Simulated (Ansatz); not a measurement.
This guess for SiBi₂Te₅ is about to be relaxed.

```cif
data_structure
_symmetry_space_group_name_H-M 'P 1'
_symmetry_Int_Tables_number 1
_cell_length_a 7.0509
_cell_length_b 7.0509
_cell_length_c 7.0509
_cell_angle_alpha 120.909
_cell_angle_beta 120.909
_cell_angle_gamma 88.433
_cell_volume 244.36
loop_
_atom_site_label
_atom_site_type_symbol
_atom_site_fract_x
_atom_site_fract_y
_atom_site_fract_z
_atom_site_occupancy
Si1 Si 0.00769 0.00769 0.00000 1
Bi1 Bi 0.74937 0.24937 0.50000 1
Bi2 Bi 0.24937 0.74937 0.50000 1
Te1 Te 0.77278 0.21575 0.00000 1
Te2 Te 0.21575 0.21575 0.44297 1
Te3 Te 0.77278 0.77278 0.55703 1
Te4 Te 0.21575 0.77278 0.00000 1
Te5 Te 0.23950 0.23950 0.00000 1
```

Method: DFT PBE, scalar-relativistic, plane waves, PAW in Ansatz 0.2.0. Cutoff 420 eV, Gaussian smearing, Γ-centred meshes. Cell and atoms relax first on a coarse mesh, the cell is then made exact in the group found at 0.06 to 0.08 Å, and last on a converged mesh; the steps can't lower the symmetry of their start. No spin polarisation.

A guess keeps its type if space group and coordination stay and the shape of the cell changes little (axis ratios within about 15 %, angles within 6°); the volume may change.

Problem. Does this structure survive the relaxation?

Solution. It doesn't keep its type. The symmetry stays I4mm (No. 107). The volume per atom grows by 11.5 %, from 30.5 to 34.1 Å³. The shortest distance goes from 2.18 Å (Si–Te) to 2.63 Å (Si–Te). The ratio c/a of the conventional cell changes by a factor of 0.73. Counting neighbours within 15 % of an atom's shortest distance, the start has Bi 10, Si 5, Te 1 and the end Bi 4, Si 5, Te 1. In detail, at the end Si has 5 Te at 2.63–2.73 Å; Bi is surrounded by 4 Te at 3.15 Å; around Te on a site of symmetry m lie 1 Si at 2.73 Å, 2 Bi at 3.15 Å and 1 Te at 3.17 Å; 1 more site not described.

```xyz
8
Lattice="-4.0107 4.0107 4.2350 4.0107 -4.0107 4.2350 4.0107 4.0107 -4.2350" Properties=species:S:1:pos:R:3 pbc="T T T"
Si    0.0000    0.0000    0.1561
Bi    0.0000    4.0107    2.4452
Bi    4.0107    0.0000    2.4452
Te   -2.1221    2.1221    3.8086
Te    1.8886    1.8886   -0.4263
Te    2.1221    2.1221    3.8086
Te    2.1221   -2.1221    3.8086
Te    0.0000    0.0000    2.7824
```

The last run used a 6×6×6 mesh for its 8-atom cell and Gaussian smearing of 0.10 eV. Spin–orbit coupling, which can matter for Bi and Te, is left out. A structure relaxed within its symmetry needn't be a true minimum. Another cell of the same search, in P-3m1, lies 124 meV/atom lower, so this cell isn't the stable form at this level.
